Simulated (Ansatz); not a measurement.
A geometry of TiC away from equilibrium: step 2 of the relaxation of a relaxed TiC cell displaced along its unstable phonon at q = (0, ½, 0) of its primitive reciprocal cell (202i cm⁻¹), largest move 0.15 Å. Level of theory: r2SCAN (plane waves to 500 eV, PAW, scalar-relativistic; Ansatz, a first-principles code). Γ-centred k-mesh 6×6×12 on the run's cell (coarser than for final values), Fermi–Dirac smearing 0.05 eV.

```xyz
8
Lattice="5.4466 0.0000 0.0000 0.0000 5.7121 0.0000 0.0000 0.0000 2.8078" Properties=species:S:1:pos:R:3:forces:R:3 pbc="T T T" free_energy=-11025.308 pressure_GPa=-0.3
C      0.1065     1.4280     1.5641    0.3205    0.0000    0.3573
C     -0.1065     4.2840     1.2436   -0.3205    0.0000   -0.3573
C      2.8298     1.4280     1.2436    0.3205    0.0000   -0.3573
C      2.6168     4.2840     1.5641   -0.3205    0.0000    0.3573
Ti     4.0849     0.0000     2.1188    0.0000    0.0000   -0.0802
Ti     4.0849     2.8560     2.1188    0.0000    0.0000   -0.0802
Ti     1.3616     0.0000     0.6890    0.0000    0.0000    0.0802
Ti     1.3616     2.8560     0.6890    0.0000    0.0000    0.0802
```

Positions in Å, forces in eV/Å, free energy of the cell in eV (comparable only within this code, potentials and settings). Largest force: 0.48 eV/Å, on C1, C2, C3, C4 (atoms numbered as listed); the geometry lies 0.39 eV/atom above the end of its relaxation.

No spin polarisation in the result.

The run could not lose the symmetry of its start: the end is stationary, and may be a saddle point rather than a minimum.

The end of the path is a generated cell of TiC: the first start was made by placing the elements on the sites of a structure type, and the end was not matched to a known phase here, so it may be hypothetical. Known forms of TiC include space group No. 225.
